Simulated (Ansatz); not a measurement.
ScS (rock salt, Fm-3m), PBE in the plane-wave PAW code Ansatz, all energies at zero smearing, with the estimated change up to a 700 eV cutoff added, with one set of potentials and settings (totals compare only within such a set). Cell of 2 atoms (1 Sc, 1 S): -3041.644 eV.

```json
[
 {"element": "Sc", "reference phase": "P6_3/mmc, 2 atoms in the cell", "E (eV/atom)": "-2135.8097"},
 {"element": "S", "reference phase": "Fddd, 32 atoms in the cell", "E (eV/atom)": "-902.0599"}
]
```

Formation energy per atom, worked out: (-3041.644 − 1×(-2135.8097) − 1×(-902.0599))/2 = -1.887 eV/atom (-182 kJ per mol of atoms), at 0 K, without zero-point energy or fitted corrections.

The workflow started from a Materials Project entry (that database holds measured and hypothetical structures alike); the Crystallography Open Database files this formula in space group No. 225, but the cells were not matched. Its standing as an ambient phase is unchecked. The PBE relaxation kept the symmetry of its start; its stability against distortions is not shown here. The run is not spin-polarised. The references are the lowest solids computed at this level, not always the standard phases.

Potentials: the later of the program's two PAW sets.
